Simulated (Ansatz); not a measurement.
**InSb: computed property card**

InSb:
```
InSb
1.0
    4.58746     0.00000     0.00000
   -2.29373     3.97286     0.00000
    0.00000     0.00000    10.03270
In Sb
3 3
Cartesian
 -1.02131   1.76896   6.68847
  1.27242   2.20390   0.00000
  2.04262   0.00000   3.34423
 -1.06464   1.84401   1.67212
  1.22909   2.12885   5.01635
  2.12928   0.00000   8.36058
```

Space group P3_121 (No. 152); conventional cell a = 4.5875 Å, b = 4.5875 Å, c = 10.0327 Å, α = 90.00°, β = 90.00°, γ = 120.00°.

Method: DFT-PBEsol in the program Ansatz with PAW potentials. Geometry: relaxed at this level of theory. Other levels are named where they apply.

### Cell and energy

| Property | Value |
|---|---|
| Volume per atom | 30.47 Å³ |
| Density | 6.45 g/cm³ |
| Formation energy from the elements (no fitted shifts) | 0.011 eV/atom |

### Electronic structure

| Property | Result |
|---|---|
| Electronic character | no gap, with almost no states at the Fermi level (zero-gap or semimetallic) |
| Density of states at the Fermi level | 0.03 states/eV per atom (mean over ±0.08 eV) |

The start of the workflow was typed in or built on a structure type; neither database checked (COD, Materials Project) lists it. It is not the phase usual at ambient conditions (space group No. 216). Symmetry was held in the PBEsol relaxation; whether a distortion lowers the energy is not shown. A small band overlap can be real or an error of a semilocal functional. The references are the lowest solids computed at this level, not always the standard phases. Spin–orbit coupling is left out wherever it is not named.

Potentials: the earlier of the program's two PAW sets. The files were generated under PBE; for other functionals the program regenerates the frozen cores, and for LDA and PBEsol the local potential too.
